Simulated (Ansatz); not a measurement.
# Zn$_{3}$Cu$_{2}$Cl, a known structure type with other elements, at an estimated volume

```
Cl Cu Zn
1.0
     4.54707    0.00000    0.00000
     0.00000   10.62878    0.00000
     0.00000    0.00000    3.62629
Cl Cu Zn
2 4 6
Direct
  0.25000 0.25000 0.36900
  0.75000 0.75000 0.63100
  0.75000 0.08600 0.82000
  0.75000 0.41400 0.82000
  0.25000 0.91400 0.18000
  0.25000 0.58600 0.18000
  0.75000 0.25000 0.45300
  0.25000 0.75000 0.54700
  0.25000 0.09400 0.86900
  0.25000 0.40600 0.86900
  0.75000 0.90600 0.13100
  0.75000 0.59400 0.13100
```

Single point in Ansatz 0.2.0 with PBE, no spin polarisation. Cutoff 420 eV, PAW datasets, 7×3×9 Γ-centred k mesh, fermi-dirac filling (width 0.0696 eV).

Task: How is the charge shared?

Result: Bader charges in e: Zn +0.36 to +0.45, Cu -0.26, Cl -0.65. In the mean Zn gives up most and Cl takes most.

Task: What is the formation energy?

Result: 0.59 eV an atom against the elements' usual phases (free molecules for gases, crystals otherwise, with no correction for O₂ or N₂), so at this geometry it isn't bound against them. Relaxing would lower it.

Task: Is the cell too large or too small?

Result: The pressure is 26.6 GPa (compression positive), so with the atoms held at these fractions the cell would first expand; the forces are large, so a full relaxation may end otherwise. The principal stresses 15.5, 27.8, 36.4 GPa differ, so its shape would change too.

Task: Where is the largest force?

Result: The largest is on Zn7 (and as large on other atoms): 1.66 eV/Å, components (0.00, 0.00, -1.66). It makes 127° with the line to a nearest neighbour, Cu4 at 2.19 Å.

Task: What happens at the Fermi level?

Result: It is a metal, with about 4.2 states/eV a cell as the mean within 0.25 eV of the Fermi level.

Origin: a known structure type with other elements, at an estimated volume, so it need not be a known compound. Caveats: many states at the Fermi level without spin polarisation, so a magnetic state may lie lower; atoms or cell far from equilibrium.
